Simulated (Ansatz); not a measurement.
Sn:
```
CELL_PARAMETERS angstrom
      0.00000     3.28406     3.28406
      3.28406     0.00000     3.28406
      3.28406     3.28406     0.00000
ATOMIC_POSITIONS crystal
  Sn 0.50000 0.50000 0.50000
  Sn 0.75000 0.75000 0.75000
```

Relaxed with r²SCAN. Special points in fractions of this cell's reciprocal vectors: Γ (0.000, 0.000, 0.000); X (0.500, 0.000, 0.500); U (0.625, 0.250, 0.625); K (0.375, 0.375, 0.750); L (0.500, 0.500, 0.500); W (0.500, 0.250, 0.750).

### Question
List the band energies nearest the Fermi level at these points for DFT-r²SCAN in the program Ansatz with PAW potentials.

### Answer
In eV from the Fermi level; about four levels below and three above (degenerate sets whole), none deeper than 8.9 eV; points with the same levels are listed once.

| k | below | above |
|---|---|---|
| Γ | -0.62 | 0.01 0.01 0.01 |
| X | -7.73 -7.73 -2.55 -2.55 | 0.96 0.96 7.92 7.92 |
| U | -8.15 -7.23 -3.43 -2.19 | 1.24 3.51 5.94 |
| L | -6.45 -1.21 -1.21 | 0.07 3.36 3.36 |
| W | -7.67 -7.67 -3.10 -3.10 | 3.55 3.55 4.21 4.21 |

Space group Fd-3m (diamond). This is a known low-temperature phase of the composition, computed here at zero pressure and temperature. Symmetry was held in the r²SCAN relaxation; its stability against distortions is not shown here. The Fermi level of a semimetal is unsure by some 0.05 eV on such meshes. Scalar-relativistic: spin–orbit coupling is off unless named, which matters more the heavier the elements.

Potentials: the earlier of the program's two PAW sets.
